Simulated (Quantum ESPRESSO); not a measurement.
## TaAg2Os3Nb2 (finding a planted mistake in a log)

Computed values, not a measurement. The program is pw.x of Quantum ESPRESSO 7.5 (plane-wave density functional theory). The cell is made up: eight metal atoms on a hexagonal close-packed lattice, with elements, volume, strain and displacements drawn at random and not relaxed, so it may be unstable or far from any real phase. PseudoDojo standard norm-conserving files set the functional (PBE unless stated); there is no spin polarisation or spin-orbit coupling, the Fermi-Dirac width of 0.25 eV means electrons at about 2900 K, and the masses in the input are unused placeholders. Heavy elements are run without spin-orbit coupling, which real alloys of them have. A spin test at this wide smearing found no moment, but such smearing suppresses magnetism that the real alloy may have.

Intended input:

```
&control calculation='scf', pseudo_dir='./dojo.nc.sr.pbe.v0_5.standard.upf', outdir='./o', disk_io='minimal', tprnfor=.true., tstress=.true. /
&system ibrav=0, nat=8, ntyp=4, nbnd=79, ecutwfc=84.00895049, nosym=.true., tot_charge=0,
 occupations='smearing', smearing='fd', degauss=0.0183746611
/
&electrons conv_thr=1.470e-08, electron_maxstep=70, mixing_beta=0.5 /
ATOMIC_SPECIES
Ag 1.0 Ag.upf
Nb 1.0 Nb.upf
Os 1.0 Os.upf
Ta 1.0 Ta.upf
CELL_PARAMETERS angstrom
-2.7806 0.014 -0.0136
-0.0243 4.9035 -0.0268
1.3572 -2.4071 -9.4136
ATOMIC_POSITIONS angstrom
Ta 0.0435 -0.0689 -0.0378
Ag -0.1287 1.6105 -2.2608
Os 0.0051 -0.0789 -4.8037
Nb -0.243 1.8519 -7.079
Os -1.4648 2.3345 0.077
Ag -1.3351 4.2326 -2.4275
Os -1.4765 2.4595 -4.7557
Nb -1.4435 -0.6908 -7.1082
K_POINTS automatic
8 5 3 1 1 1
```

The log is shortened where brackets say so; the opening notice, blank lines, dates and the lines on written files are dropped, and the path of the files is cut. It prints rydbergs, bohrs and kilobars, and counts compression as positive stress. Its total energy is the free energy E - TS of the whole cell.

Log of the intended run:

```
     Program PWSCF v.7.5
     Parallel version (MPI & OpenMP), running on       4 processor cores
     Number of MPI processes:                 4
     Threads/MPI process:                     1
     [start-up lines left out]
     bravais-lattice index     =            0
     lattice parameter (alat)  =       5.2547  a.u.
     unit-cell volume          =     867.9487 (a.u.)^3
     number of atoms/cell      =            8
     number of atomic types    =            4
     number of electrons       =       125.00
     number of Kohn-Sham states=           79
     kinetic-energy cutoff     =      84.0090  Ry
     charge density cutoff     =     336.0358  Ry
     scf convergence threshold =      1.5E-08
     mixing beta               =       0.5000
     number of iterations used =            8  plain     mixing
     Exchange-correlation= PBE
                           (   1   4   3   4   0   0   0)
     [axes and pseudopotential details left out]
   Cartesian axes
     site n.     atom                  positions (alat units)
         1        Ta     tau(   1) = (   0.0156437  -0.0247782  -0.0135939  )
         2        Ag     tau(   2) = (  -0.0462838   0.5791773  -0.8130419  )
         3        Os     tau(   3) = (   0.0018341  -0.0283745  -1.7275342  )
         4        Nb     tau(   4) = (  -0.0873891   0.6659909  -2.5457907  )
         5        Os     tau(   5) = (  -0.5267798   0.8395463   0.0276912  )
         6        Ag     tau(   6) = (  -0.4801363   1.5221520  -0.8729915  )
         7        Os     tau(   7) = (  -0.5309874   0.8844995  -1.7102722  )
         8        Nb     tau(   8) = (  -0.5191198  -0.2484295  -2.5562918  )
     number of k points=    60  Fermi-Dirac smearing, width (Ry)=  0.0184
                       cart. coord. in units 2pi/alat
        k(    1) = (  -0.0618651   0.0560052  -0.0724715), wk =   0.0333333
        k(    2) = (  -0.0628209   0.0570745   0.1240429), wk =   0.0333333
     [further k points left out]
     Dense  grid:    90265 G-vectors     FFT dimensions: (  32,  60, 120)
     Estimated max dynamical RAM per process >     383.66 MB
     Estimated total dynamical RAM >       1.43 GB
     Initial potential from superposition of free atoms
     starting charge     124.9929, renormalised to     125.0000
     Starting wfcs are   80 randomized atomic wfcs
     total cpu time spent up to now is       14.0 secs
     per-process dynamical memory:   309.6 Mb
     Self-consistent Calculation
     iteration #  1     ecut=    84.01 Ry     beta= 0.50
     Davidson diagonalization with overlap
     ethr =  1.00E-02,  avg # of iterations =  4.6
     total cpu time spent up to now is       47.6 secs
     total energy              =   -1602.74700132 Ry
     estimated scf accuracy    <       5.70685726 Ry
     iteration #  2     ecut=    84.01 Ry     beta= 0.50
     Davidson diagonalization with overlap
     ethr =  4.57E-03,  avg # of iterations =  3.8
     total cpu time spent up to now is       93.2 secs
     total energy              =   -1596.72596456 Ry
     estimated scf accuracy    <     139.00932495 Ry
     [iterations 3 to 17 left out]
     iteration # 18     ecut=    84.01 Ry     beta= 0.50
     Davidson diagonalization with overlap
     ethr =  4.37E-11,  avg # of iterations =  1.9
     total cpu time spent up to now is      595.1 secs
     total energy              =   -1606.40705119 Ry
     estimated scf accuracy    <       0.00000002 Ry
     iteration # 19     ecut=    84.01 Ry     beta= 0.50
     Davidson diagonalization with overlap
     ethr =  1.96E-11,  avg # of iterations =  1.0
     total cpu time spent up to now is      622.7 secs
     End of self-consistent calculation
     [lines on levels left out]
!    total energy              =   -1606.40705119 Ry
     estimated scf accuracy    <          3.5E-09 Ry
     smearing contrib. (-TS)   =      -0.11154072 Ry
     internal energy E=F+TS    =   -1606.29551047 Ry
     The total energy is F=E-TS. E is the sum of the following terms:
     one-electron contribution =    -421.09563874 Ry
     hartree contribution      =     288.79437573 Ry
     xc contribution           =    -298.55488616 Ry
     ewald contribution        =   -1175.43936128 Ry
     convergence has been achieved in  19 iterations
     Forces acting on atoms (cartesian axes, Ry/au):
     atom    1 type  4   force =    -0.00730080   -0.03292095   -0.02644755
     atom    2 type  1   force =     0.01983418    0.05719891   -0.03897873
     atom    3 type  3   force =    -0.00208919    0.02173004   -0.02230309
     atom    4 type  2   force =     0.02041259   -0.05306086    0.07300473
     atom    5 type  3   force =     0.00280009    0.03314082   -0.00416474
     atom    6 type  1   force =    -0.02238282   -0.06957701   -0.01761079
     atom    7 type  3   force =    -0.00215693   -0.00121648   -0.01493328
     atom    8 type  2   force =    -0.00911712    0.04470555    0.05143345
     Total force =     0.168192     Total SCF correction =     0.000156
     Computing stress (Cartesian axis) and pressure
          total   stress  (Ry/bohr**3)                   (kbar)     P=       90.38
   0.00082420   0.00006363  -0.00000298          121.24        9.36       -0.44
   0.00006363   0.00024496   0.00013602            9.36       36.04       20.01
  -0.00000298   0.00013602   0.00077403           -0.44       20.01      113.86
     init_run     :     13.35s CPU     13.87s WALL (       1 calls)
     electrons    :    596.94s CPU    608.68s WALL (       1 calls)
     forces       :      4.09s CPU      4.13s WALL (       1 calls)
     stress       :     16.35s CPU     16.69s WALL (       1 calls)
     [timing details left out]
     PWSCF        :  10m30.87s CPU  10m43.64s WALL
     JOB DONE.
```

A second run was made from an input with one planted mistake. Its log:

```
     Program PWSCF v.7.5
     Parallel version (MPI & OpenMP), running on       4 processor cores
     Number of MPI processes:                 4
     Threads/MPI process:                     1
     [start-up lines left out]
     bravais-lattice index     =            0
     lattice parameter (alat)  =       5.2547  a.u.
     unit-cell volume          =     867.9487 (a.u.)^3
     number of atoms/cell      =            8
     number of atomic types    =            4
     number of electrons       =       125.00
     number of Kohn-Sham states=           79
     kinetic-energy cutoff     =      84.0090  Ry
     charge density cutoff     =     336.0358  Ry
     scf convergence threshold =      1.5E-08
     mixing beta               =       0.5000
     number of iterations used =            8  plain     mixing
     Exchange-correlation= PBE
                           (   1   4   3   4   0   0   0)
     [axes and pseudopotential details left out]
   Cartesian axes
     site n.     atom                  positions (alat units)
         1        Ag     tau(   1) = (   0.0156437  -0.0247782  -0.0135939  )
         2        Ag     tau(   2) = (  -0.0462838   0.5791773  -0.8130419  )
         3        Os     tau(   3) = (   0.0018341  -0.0283745  -1.7275342  )
         4        Nb     tau(   4) = (  -0.0873891   0.6659909  -2.5457907  )
         5        Os     tau(   5) = (  -0.5267798   0.8395463   0.0276912  )
         6        Ta     tau(   6) = (  -0.4801363   1.5221520  -0.8729915  )
         7        Os     tau(   7) = (  -0.5309874   0.8844995  -1.7102722  )
         8        Nb     tau(   8) = (  -0.5191198  -0.2484295  -2.5562918  )
     number of k points=    60  Fermi-Dirac smearing, width (Ry)=  0.0184
                       cart. coord. in units 2pi/alat
        k(    1) = (  -0.0618651   0.0560052  -0.0724715), wk =   0.0333333
        k(    2) = (  -0.0628209   0.0570745   0.1240429), wk =   0.0333333
     [further k points left out]
     Dense  grid:    90265 G-vectors     FFT dimensions: (  32,  60, 120)
     Estimated max dynamical RAM per process >     383.66 MB
     Estimated total dynamical RAM >       1.43 GB
     Initial potential from superposition of free atoms
     starting charge     124.9929, renormalised to     125.0000
     Starting wfcs are   80 randomized atomic wfcs
     total cpu time spent up to now is       14.5 secs
     per-process dynamical memory:   309.7 Mb
     Self-consistent Calculation
     iteration #  1     ecut=    84.01 Ry     beta= 0.50
     Davidson diagonalization with overlap
     ethr =  1.00E-02,  avg # of iterations =  4.6
     total cpu time spent up to now is       55.2 secs
     total energy              =   -1604.02842755 Ry
     estimated scf accuracy    <       3.90541697 Ry
     iteration #  2     ecut=    84.01 Ry     beta= 0.50
     Davidson diagonalization with overlap
     ethr =  3.12E-03,  avg # of iterations =  4.0
     total cpu time spent up to now is      104.3 secs
     total energy              =   -1599.01616027 Ry
     estimated scf accuracy    <     132.98839032 Ry
     [iterations 3 to 18 left out]
     iteration # 19     ecut=    84.01 Ry     beta= 0.50
     Davidson diagonalization with overlap
     ethr =  4.01E-11,  avg # of iterations =  2.0
     total cpu time spent up to now is      663.8 secs
     total energy              =   -1606.36872756 Ry
     estimated scf accuracy    <       0.00000008 Ry
     iteration # 20     ecut=    84.01 Ry     beta= 0.50
     Davidson diagonalization with overlap
     ethr =  4.01E-11,  avg # of iterations =  1.1
     total cpu time spent up to now is      697.3 secs
     End of self-consistent calculation
     [lines on levels left out]
!    total energy              =   -1606.36872756 Ry
     estimated scf accuracy    <          3.5E-09 Ry
     smearing contrib. (-TS)   =      -0.11126258 Ry
     internal energy E=F+TS    =   -1606.25746498 Ry
     The total energy is F=E-TS. E is the sum of the following terms:
     one-electron contribution =    -400.21367388 Ry
     hartree contribution      =     277.96908311 Ry
     xc contribution           =    -298.41747704 Ry
     ewald contribution        =   -1185.59539717 Ry
     convergence has been achieved in  20 iterations
     Forces acting on atoms (cartesian axes, Ry/au):
     atom    1 type  1   force =    -0.01785543   -0.01108336    0.00585174
     atom    2 type  1   force =     0.02877379    0.07220352   -0.03423168
     atom    3 type  3   force =    -0.00681452    0.02405774    0.03192682
     atom    4 type  2   force =     0.02563998   -0.06556024    0.03487873
     atom    5 type  3   force =     0.00778391    0.05833880    0.00178172
     atom    6 type  4   force =    -0.02870455   -0.10483701   -0.07363549
     atom    7 type  3   force =     0.00183580   -0.00440917    0.01323262
     atom    8 type  2   force =    -0.01065897    0.03128973    0.02019555
     Total force =     0.194700     Total SCF correction =     0.000399
     Computing stress (Cartesian axis) and pressure
          total   stress  (Ry/bohr**3)                   (kbar)     P=       66.45
   0.00086232   0.00009905   0.00002640          126.85       14.57        3.88
   0.00009905   0.00047110   0.00005394           14.57       69.30        7.93
   0.00002640   0.00005394   0.00002180            3.88        7.93        3.21
     init_run     :     13.80s CPU     14.29s WALL (       1 calls)
     electrons    :    670.84s CPU    682.86s WALL (       1 calls)
     forces       :      4.16s CPU      4.20s WALL (       1 calls)
     stress       :     15.19s CPU     15.52s WALL (       1 calls)
     [timing details left out]
     PWSCF        :  11m44.18s CPU  11m57.20s WALL
     JOB DONE.
```

Question: the log repeats what the program read. Compare it with the intended run: what was wrong in the second input?

Answer: two atoms have their elements exchanged. The input lines that differ:

```
- Ta 0.0435 -0.0689 -0.0378
+ Ag 0.0435 -0.0689 -0.0378
- Ag -1.3351 4.2326 -2.4275
+ Ta -1.3351 4.2326 -2.4275
```

|  | intended run | run with the mistake |
| --- | --- | --- |
| free energy (eV) | -21856.281 | -21855.760 |
| entropy term -TS, part of it (eV) | -1.518 | -1.514 |
| pressure (GPa) | 9.04 | 6.65 |
| size of the largest force component (eV/Å) | 1.877 | 2.695 |
| largest change of a force component (eV/Å) |  | 1.440 |
| iterations | 19 | 20 |

For scale, a rerun of the intended cell at a higher cutoff and on a denser mesh moved values by no more than 0.008 eV in energy, 0.11 GPa in stress and 0.011 eV/Å in force, and a second program with other atomic files agreed on that cell to 2 % rms in force and 0.5 GPa in pressure.